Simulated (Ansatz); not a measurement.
TePt:
```
CELL_PARAMETERS angstrom
      4.24074     0.00000     0.00000
     -2.12037     3.67259     0.00000
      0.00000     0.00000     5.62408
ATOMIC_POSITIONS crystal
  Pt 0.00000 0.00000 0.00000
  Pt 0.00000 0.00000 0.50000
  Te 0.33333 0.66667 0.25000
  Te 0.66667 0.33333 0.75000
```

Relaxed with r²SCAN.

Which orbitals make up the states near the Fermi level in the program Ansatz at the r²SCAN level (PAW)?

Within 0.5 eV of the Fermi level: Te 5p 47 %, Pt 5d 40 %. Projections are on Löwdin-orthogonalised atomic valence shells; empty p or d shells of many metals are not among them.

Tabulate the density of states.

States/eV per cell of 4 atoms, in 0.25 eV bins, energy from the Fermi level.

```
E (eV)  total  Pt 5d  Te 5p  Pt 6s
------  -----  -----  -----  -----
-7.85    0.72   0.12   0.31   0.25
-7.60    1.02   0.17   0.47   0.32
-7.35    1.18   0.19   0.60   0.32
-7.10    1.49   0.26   0.81   0.34
-6.85    2.63   0.55   1.51   0.46
-6.60    2.70   0.68   1.54   0.39
-6.35    2.52   0.84   1.36   0.24
-6.10    4.49   2.34   1.93   0.14
-5.85    3.79   1.95   1.60   0.16
-5.60    3.47   1.86   1.37   0.17
-5.35    4.21   2.35   1.61   0.17
-5.10    3.21   2.03   1.06   0.07
-4.85    5.50   3.58   1.76   0.05
-4.60    5.47   3.39   1.86   0.09
-4.35    5.50   3.14   2.09   0.11
-4.10    3.93   2.15   1.59   0.06
-3.85    2.84   2.16   0.59   0.03
-3.60    3.20   2.93   0.19   0.02
-3.35    8.60   7.98   0.28   0.19
-3.10    6.56   5.99   0.32   0.11
-2.85    4.49   4.05   0.28   0.07
-2.60    4.76   3.94   0.47   0.18
-2.35    4.71   3.97   0.44   0.11
-2.10    4.91   4.16   0.47   0.11
-1.85    3.60   2.48   0.76   0.14
-1.60    2.96   1.79   0.81   0.13
-1.35    2.32   1.33   0.70   0.09
-1.10    2.15   1.15   0.75   0.07
-0.85    2.01   0.99   0.78   0.05
-0.60    2.80   1.30   1.16   0.07
-0.35    2.36   1.07   1.01   0.07
-0.10    1.77   0.73   0.82   0.06
0.15     2.35   0.87   1.17   0.10
0.40     1.91   0.65   1.02   0.07
0.65     1.60   0.52   0.90   0.05
0.90     2.01   0.64   1.16   0.06
1.15     2.10   0.70   1.16   0.09
1.40     2.16   0.63   1.22   0.14
1.65     2.19   0.60   1.34   0.10
1.90     1.26   0.33   0.77   0.07
2.15     0.74   0.16   0.40   0.11
2.40     0.50   0.06   0.20   0.17
2.65     0.71   0.08   0.19   0.32
2.90     1.12   0.13   0.27   0.51
3.15     1.87   0.19   0.52   0.81
3.40     2.79   0.22   0.81   1.11
3.65     3.44   0.22   1.06   1.19
3.90     3.19   0.18   0.99   1.12
4.15     1.23   0.06   0.41   0.47
4.40     0.67   0.02   0.23   0.27
4.65     0.72   0.02   0.16   0.24
```

Space group P6_3/mmc (NiAs type). The workflow started from an entry of the Crystallography Open Database (COD), which files this formula under 2 space groups. Whether it is the stable phase at ambient conditions was not checked. The cell was relaxed with r²SCAN under the symmetry of its start; its stability against distortions is not shown here. No spin polarisation was allowed. Spin–orbit coupling is left out wherever it is not named.

Potentials: the later of the program's two PAW sets.
